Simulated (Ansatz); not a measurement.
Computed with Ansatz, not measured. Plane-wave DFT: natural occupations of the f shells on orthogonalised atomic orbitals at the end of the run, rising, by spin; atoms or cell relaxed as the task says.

```
cell
1.0
     4.1635   -4.1635    0.0000
     4.1635    4.1635    0.0000
     0.0000    0.0000    9.7651
Gd Ir Si
4 4 12
Direct
  0.0000 0.5000 0.5017
  0.5000 0.5000 0.0017
  0.5000 0.0000 0.5017
  0.0000 0.0000 0.0017
  0.0000 0.5000 0.8466
  0.5000 0.5000 0.3466
  0.5000 0.0000 0.8466
  0.0000 0.0000 0.3466
  0.0000 0.5000 0.0842
  0.5000 0.5000 0.5842
  0.5000 0.0000 0.0842
  0.0000 0.0000 0.5842
  0.2500 0.2500 0.2345
  0.7500 0.2500 0.7345
  0.7500 0.7500 0.2345
  0.2500 0.7500 0.7345
  0.7500 0.2500 0.2345
  0.2500 0.2500 0.7345
  0.2500 0.7500 0.2345
  0.7500 0.7500 0.7345
```

Starting moments (μB): Gd number 1 7.57, Gd number 2 7.57, Gd number 3 7.57, Gd number 4 7.57; others 0.

cell charge: 0 e
spin: collinear
scf start: atoms
lower state search: off
functional: PBEsol
wave cutoff: 420 eV
k mesh: 4, 4, 2
k shift: 0.5, 0.5, 0.5 mesh steps
gaussian smearing: 0.05 eV
task: single point

How are the f shells occupied at the end?



| shell atom | shell element | shell spin | shell occupation 1 (e) | shell occupation 2 (e) | shell occupation 3 (e) | shell occupation 4 (e) | shell occupation 5 (e) | shell occupation 6 (e) | shell occupation 7 (e) |
| --- | --- | --- | --- | --- | --- | --- | --- | --- | --- |
| 1 | Gd | up | 1 | 1 | 1 | 1 | 1 | 1 | 1 |
| 1 | Gd | down | 0.01 | 0.01 | 0.03 | 0.03 | 0.04 | 0.04 | 0.04 |
| 2 | Gd | up | 1 | 1 | 1 | 1 | 1 | 1 | 1 |
| 2 | Gd | down | 0.01 | 0.01 | 0.03 | 0.03 | 0.04 | 0.04 | 0.04 |
| 3 | Gd | up | 1 | 1 | 1 | 1 | 1 | 1 | 1 |
| 3 | Gd | down | 0.01 | 0.01 | 0.03 | 0.03 | 0.04 | 0.04 | 0.04 |
| 4 | Gd | up | 1 | 1 | 1 | 1 | 1 | 1 | 1 |
| 4 | Gd | down | 0.01 | 0.01 | 0.03 | 0.03 | 0.04 | 0.04 | 0.04 |

Caveats: Gd without a U keeps its half-filled shell, but its 4f levels lie too near the Fermi level; occupations loosely converged; open f or d shells may hold a state above the lowest.
